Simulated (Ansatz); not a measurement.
B2O3:
```cif
data_B6O9
_chemical_formula_sum 'B6 O9'
_space_group_name_H-M_alt 'P 1'
_space_group_IT_number 1
_cell_length_a 4.34269
_cell_length_b 4.34269
_cell_length_c 8.38895
_cell_angle_alpha 90.000
_cell_angle_beta 90.000
_cell_angle_gamma 120.000
loop_
_space_group_symop_operation_xyz
  'x, y, z'
loop_
_atom_site_label
_atom_site_type_symbol
_atom_site_fract_x
_atom_site_fract_y
_atom_site_fract_z
_atom_site_occupancy
B1 B 0.77036 0.60264 0.77532 1
B2 B 0.39736 0.16771 0.10865 1
B3 B 0.83229 0.22964 0.44198 1
B4 B 0.60264 0.77036 0.22468 1
B5 B 0.16771 0.39736 0.89135 1
B6 B 0.22964 0.83229 0.55802 1
O1 O 0.14369 0.54573 0.46201 1
O2 O 0.45427 0.59796 0.79534 1
O3 O 0.40204 0.85631 0.12867 1
O4 O 0.54573 0.14369 0.53799 1
O5 O 0.59796 0.45427 0.20466 1
O6 O 0.85631 0.40204 0.87133 1
O7 O 0.00000 0.84016 0.66667 1
O8 O 0.15984 0.15984 0.00000 1
O9 O 0.84016 0.00000 0.33333 1
```

Relaxed with r²SCAN. The program Ansatz at the r²SCAN level (PAW) gives a gap of 7.35 eV.

Task: What gap does HSE06 give on the same cell (Ansatz, PAW)?

Result: 8.47 eV, 1.11 eV more. The hybrid was solved on a coarser mesh and at special points; its gap is the smallest among all of these.

```tsv
k	v1 r²SCAN	c1 r²SCAN	v1 HSE06	c1 HSE06
Γ	-0.31	7.44	(withheld)	(withheld)
A	-0.24	7.35	-0.25	8.47
K	-0.11	8.42	(withheld)	(withheld)
H	-0.08	8.11	-0.09	9.25
M	-0.05	7.83	(withheld)	(withheld)
L	-0.05	7.78	(withheld)	(withheld)
```

Task: Top valence (v1) and lowest conduction level (c1) in eV from each method's valence maximum (which need not be a listed point): supply the withheld HSE06 values.

Result: 
- Γ, v1 HSE06: -0.26
- Γ, c1 HSE06: 8.55
- K, v1 HSE06: -0.12
- K, c1 HSE06: 9.57
- L, v1 HSE06: -0.05
- L, c1 HSE06: 8.90
- M, v1 HSE06: -0.04
- M, c1 HSE06: 8.95

Cost on shared cores: the r²SCAN run (SCF on a 7×7×4 mesh, then bands and DOS) roughly 8 core-minutes, the HSE06 run (SCF on 4×4×2, then a few points) very roughly 5 core-minutes; the tasks are unlike.

Space group P3_121. The workflow started from a Materials Project entry (that database holds measured and hypothetical structures alike); the Crystallography Open Database files this formula in space group No. 152, but the cells were not matched. Whether it is the stable phase at ambient conditions was not checked. The r²SCAN relaxation kept the symmetry of its start; phonons on a q-mesh show no instability.

Potentials: the earlier of the program's two PAW sets.
